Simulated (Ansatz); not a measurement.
# CsH: the gap from level to level

A database entry relaxed whole under r2SCAN at zero pressure (Fm-3m, No. 225):

```
CELL_PARAMETERS angstrom
0.00000 3.18800 3.18800
3.18800 0.00000 3.18800
3.18800 3.18800 0.00000
ATOMIC_POSITIONS crystal
Cs 0.00000 0.00000 0.00000
H 0.50000 0.50000 0.50000
```

Its volume is 32.40 Å³ an atom, +0.0 % against the entry's 32.40, which is old or was flagged in a check.

Single points on this cell with plane-wave PAW DFT (Ansatz 0.2.0; r2SCAN 500 eV, hybrids 420 eV; fermi-dirac occupations of width 0.020 eV; no moments): r2SCAN on a 8×8×8 Γ-centred mesh; r2SCAN with spin-orbit coupling on a 8×8×8 Γ-centred mesh; HSE06 on a 6×6×6 Γ-centred mesh; PBE0 on a 6×6×6 Γ-centred mesh.

**Question.** What does each level give for gap and charges?

**Answer.** The runs give:

```csv
level,"gap (eV), or kind",pressure (GPa),Bader charge of Cs (e),Bader charge of H (e)
r2SCAN,2.68,0.0,+0.77,-0.77
r2SCAN with spin-orbit coupling,2.68,0.0,+0.77,-0.77
HSE06,3.26,0.1,+0.76,-0.76
PBE0,3.97,0.1,+0.76,-0.76
```

Under r2SCAN the gap is 2.68 eV, over mesh and band path. HSE06 moves it by +0.58 eV and PBE0 by +1.29 eV; PBE0 keeps its exact exchange at long range, which widens the gap over HSE06's by 0.71 eV on their common mesh. Spin-orbit coupling moves the r2SCAN gap by +0.00 eV.

Caveats: the relaxation kept the start's symmetry; HSE06 is read on its mesh and at the zone's corners, PBE0 on its mesh alone; hybrid pressures are good to a few tenths of a GPa; pressure is positive in compression.
